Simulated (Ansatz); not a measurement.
Input, command and steps of an Ansatz relaxation.

```yaml
crystal:
  lattice:
    - [-2.5851725473, 2.5851725473, 4.6234634273]
    - [2.5851725473, -2.5851725473, 4.6234634273]
    - [2.5851725473, 2.5851725473, -4.6234634273]
  atoms:
    - { symbol: Ta, position: [0.1990565806, 0.1990565806, 0.0] }
    - { symbol: Ta, position: [0.8009434194, 0.8009434194, 0.0] }
    - { symbol: O, position: [0.0, 0.0, 0.0] }
    - { symbol: O, position: [0.5, 0.0, 0.0] }
    - { symbol: O, position: [0.0, 0.5, 0.0] }
    - { symbol: O, position: [0.0, 0.0, 0.5] }
    - { symbol: O, position: [0.5, 0.5, 0.5] }
basis:
  ecutwfc: 500
kpoints:
  mp_grid: { grid: [8, 8, 8] }
hamiltonian:
  xc: r2scan
scf:
  occupations: { method: gaussian, width: 0.02 }
output:
  forces: true
  stress: true
  eigenvalues: true
  write_density: true
  write_potential: true
  elf: true
  volumetric_format: npy
relax:
  adjacent_minimum: "off"
  f_tol: 0.01
  max_steps: 30
  cell: { stress_tol: 0.1, fix: [volume] }
```

```bash
ansatz run input.yaml --threads 2 --pin off --max-ram 5120MiB --backend cpu --events-out ev --progress --plain --runs-dir out
```

Method: Ansatz, DFT r2SCAN, scalar-relativistic, plane waves, PAW.

The volume is held at 0.94 times that of the relaxed cell.

Of 6 frames 5 are shown, positions in Å and forces in eV/Å; the SCF threshold varies from step to step. Steps run on the plane waves of an earlier cell, with a Pulay correction in the pressure. The basis is chosen afresh for the last frame, the zero of the energies, and at times for earlier ones too; energy and pressure step there, also at an unchanged geometry. The mark taken_back stands on steps that the optimiser undid.

```xyz
7
Lattice="-2.5852 2.5852 4.6235 2.5852 -2.5852 4.6235 2.5852 2.5852 -4.6235" Properties=species:S:1:pos:R:3:forces:R:3 pbc="T T T" step=1 free_energy_over_end_meV_per_atom=1.91 pressure_GPa=11.20
Ta    0.0000    0.0000    1.8407    0.0000    0.0000   -0.0073
Ta    0.0000    0.0000    7.4063    0.0000    0.0000    0.0073
O     0.0000    0.0000    0.0000    0.0000    0.0000    0.0000
O    -1.2926    1.2926    2.3117    0.0000    0.0000    0.0000
O     1.2926   -1.2926    2.3117    0.0000    0.0000    0.0000
O     1.2926    1.2926   -2.3117    0.0000    0.0000    0.0000
O     1.2926    1.2926    2.3117    0.0000    0.0000    0.0000
7
Lattice="-2.5955 2.5955 4.5866 2.5955 -2.5955 4.5866 2.5955 2.5955 -4.5866" Properties=species:S:1:pos:R:3:forces:R:3 pbc="T T T" step=2 free_energy_over_end_meV_per_atom=0.52 pressure_GPa=10.62
Ta    0.0000    0.0000    1.8379    0.0000    0.0000    0.0388
Ta    0.0000    0.0000    7.3353    0.0000    0.0000   -0.0388
O     0.0000    0.0000    0.0000    0.0000    0.0000    0.0000
O    -1.2978    1.2978    2.2933    0.0000    0.0000    0.0000
O     1.2978   -1.2978    2.2933    0.0000    0.0000    0.0000
O     1.2978    1.2978   -2.2933    0.0000    0.0000    0.0000
O     1.2978    1.2978    2.2933    0.0000    0.0000    0.0000
7
Lattice="-2.6076 2.6076 4.5443 2.6076 -2.6076 4.5443 2.6076 2.6076 -4.5443" Properties=species:S:1:pos:R:3:forces:R:3 pbc="T T T" step=3 free_energy_over_end_meV_per_atom=0.03 pressure_GPa=9.89
Ta    0.0000    0.0000    1.8385    0.0000    0.0000   -0.1261
Ta    0.0000    0.0000    7.2501    0.0000    0.0000    0.1261
O     0.0000    0.0000    0.0000    0.0000    0.0000    0.0000
O    -1.3038    1.3038    2.2721    0.0000    0.0000    0.0000
O     1.3038   -1.3038    2.2721    0.0000    0.0000    0.0000
O     1.3038    1.3038   -2.2721    0.0000    0.0000    0.0000
O     1.3038    1.3038    2.2721    0.0000    0.0000    0.0000
7
Lattice="-2.6085 2.6085 4.5411 2.6085 -2.6085 4.5411 2.6085 2.6085 -4.5411" Properties=species:S:1:pos:R:3:forces:R:3 pbc="T T T" step=4 free_energy_over_end_meV_per_atom=0.09 pressure_GPa=9.86 taken_back
Ta    0.0000    0.0000    1.8329    0.0000    0.0000    0.1994
Ta    0.0000    0.0000    7.2494    0.0000    0.0000   -0.1994
O     0.0000    0.0000    0.0000    0.0000    0.0000    0.0000
O    -1.3043    1.3043    2.2706    0.0000    0.0000    0.0000
O     1.3043   -1.3043    2.2706    0.0000    0.0000    0.0000
O     1.3043    1.3043   -2.2706    0.0000    0.0000    0.0000
O     1.3043    1.3043    2.2706    0.0000    0.0000    0.0000
7
Lattice="-2.6074 2.6074 4.5448 2.6074 -2.6074 4.5448 2.6074 2.6074 -4.5448" Properties=species:S:1:pos:R:3:forces:R:3 pbc="T T T" step=6 free_energy_over_end_meV_per_atom=0.00 pressure_GPa=9.91
Ta    0.0000    0.0000    1.8365    0.0000    0.0000   -0.0096
Ta    0.0000    0.0000    7.2531    0.0000    0.0000    0.0096
O     0.0000    0.0000    0.0000    0.0000    0.0000    0.0000
O    -1.3037    1.3037    2.2724    0.0000    0.0000    0.0000
O     1.3037   -1.3037    2.2724    0.0000    0.0000    0.0000
O     1.3037    1.3037   -2.2724    0.0000    0.0000    0.0000
O     1.3037    1.3037    2.2724    0.0000    0.0000    0.0000
```

The run took 27 s on 2 threads of AMD EPYC 9R45 (Zen 5), with other jobs on the host, peak memory 1 GiB.

Spin–orbit coupling is left out, which can shift energies with elements as heavy as these.